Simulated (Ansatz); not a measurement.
**Surface calculation: fcc Ni (110), 4 layers**

The slab is cut from the fcc crystal, the stable phase, as relaxed on PAW files (10.89 Å³/atom), with 16 Å of vacuum and a dipole correction:

```
Ni
1.0
     2.48804    0.00000    0.00000
     0.00000    3.51862    0.00000
     0.00000    0.00000   19.73210
Ni
4
Cartesian
  0.6220 0.8797 8.0000
  1.8660 2.6390 9.2440
  0.6220 0.8797 10.4881
  1.8660 2.6390 11.7321
```

Computed with Ansatz 0.2.0; functional PBE, scalar-relativistic. Settings: a Γ-centred 15×10×1 k mesh, Fermi–Dirac smearing of 0.05 eV, spin-polarised from start moments Ni1 1, Ni2 1, Ni3 1, Ni4 1 μB. Methods: LAPW: all electrons, basis error target 1 meV/atom; PAW: frozen-core files, cutoff 420 eV.

The bulk energy comes from a cell in the slab's orientation on a 15×10×15 mesh. The surface energy is (E(slab) − N·E(bulk))/2A at zero smearing, the mean of both faces; thin slabs carry quantum-size effects.

The magnetic state is the one reached from the start moments; other orders weren't searched.

Task: As cut, the LAPW slab lies 2.632 eV above 4 atoms of bulk. What surface energy is that?

Result: Over two faces of 8.75 Å² it is 150.3 meV/Å², and times 16.02 J/m² per eV/Å² that gives γ = 2.408 J/m².

| method | γ as cut (J/m²) | γ relaxed (J/m²) | Φ as cut (eV) | Φ relaxed (eV) |
| --- | --- | --- | --- | --- |
| LAPW | 2.408 | 2.339 | 4.41 | 4.45 |
| PAW | 2.409 | 2.339 | 4.42 | 4.46 |

Task: How do the spacings between the planes relax?

Result: From the bottom face up: d12 -11.5 % of 1.244 Å, d23 +6.2 % of 1.244 Å, d34 -11.5 % of 1.244 Å.

Task: How do the moments vary through the slab?

Result: Ni1 0.79, Ni2 0.71, Ni3 0.71, Ni4 0.79 μB in the LAPW spheres; the bulk has Ni 0.67 μB.

Task: A field of 0.5 V/Å is applied along the normal, atoms held. What follows?

Result: LAPW finds an induced dipole of 0.1576 e·Å a cell (PAW 0.1576), that is 6.52 Å for 4πα over the area, against 3.52 Å between the outer atoms.

Task: What changes if the vacuum is set to 7 Å?

Result: LAPW then gives: no gap, work function 4.42 eV; PAW: no gap, work function 4.36 (top) and 4.38 (bottom) eV. The program warns that the vacuum is too thin.
